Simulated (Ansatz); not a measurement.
The start is a generated trial cell of Au in the omega structure type. A full variable-cell relaxation at zero pressure is run with PBE (plane waves to 420 eV, PAW, scalar-relativistic; Ansatz, a quantum-chemistry and plane-wave program). First-step values are on the input's coarse k-mesh.

Ansatz input (later rounds restart from its end on a renewed k-mesh):
Ansatz 0.2 input:
```yaml
crystal:
  lattice:
    - [4.5747019, 0, 0]
    - [-2.287351, 3.9618081, 0]
    - [0, 0, 2.782408]
  atoms:
    - { symbol: Au, position: [0, 0, 0] }
    - { symbol: Au, position: [0.33333333, 0.66666667, 0.5] }
    - { symbol: Au, position: [0.66666667, 0.33333333, 0.5] }
basis: { ecutwfc: 420, ecutrho_ratio: 4, xc_grid: 2, fft_grid_basis: typed }
kpoints: { mp_grid: { grid: [8, 8, 12] } }
hamiltonian:
  xc: pbe
  dispersion: none
  pseudopotentials: { kind: paw }
scf: { occupations: { method: fermi_dirac, width: 0.05 } }
relax: { f_tol: 0.01, max_steps: 100, cell: { stress_tol: 0.02 } }
output: { forces: true, stress: true }
```

| Property | Result |
|---|---|
| Energy released | 0.07 eV/atom |
| Shortest distances (start → end) | The closest pairs of elements (up to four, under 3.6 Å), start → end: Au–Au 2.64 → 2.74 Å |
| Band gap at the end | no gap (metallic) |
| Optimiser moves | 6 |

Relaxed structure:

```cif
data_Au3
_chemical_formula_sum 'Au3'
_space_group_name_H-M_alt 'P6/mmm'
_space_group_IT_number 191
_space_group_name_Hall '-P 6 2'
_cell_length_a 4.75248
_cell_length_b 4.75248
_cell_length_c 2.81378
_cell_angle_alpha 90.000
_cell_angle_beta 90.000
_cell_angle_gamma 120.000
loop_
_atom_site_label
_atom_site_type_symbol
_atom_site_symmetry_multiplicity
_atom_site_Wyckoff_symbol
_atom_site_fract_x
_atom_site_fract_y
_atom_site_fract_z
_atom_site_occupancy
Au1 Au 1 a 0.00000 0.00000 0.00000 1
Au2 Au 2 d 0.33333 0.66667 0.50000 1
```

Final values are on a 11×11×16 k-mesh of the relaxed cell. No spin polarisation in the result.

The run could not lose the symmetry of its start: the end is stationary, and may be a saddle point rather than a minimum.

All atoms sit on sites fixed by symmetry, so only the cell could relax.

The relaxed structure here is a generated cell of Au: the first start was made by placing the elements on the sites of a structure type, and the end was not matched to a known phase here, so it may be hypothetical. Known forms of Au include space group No. 225.
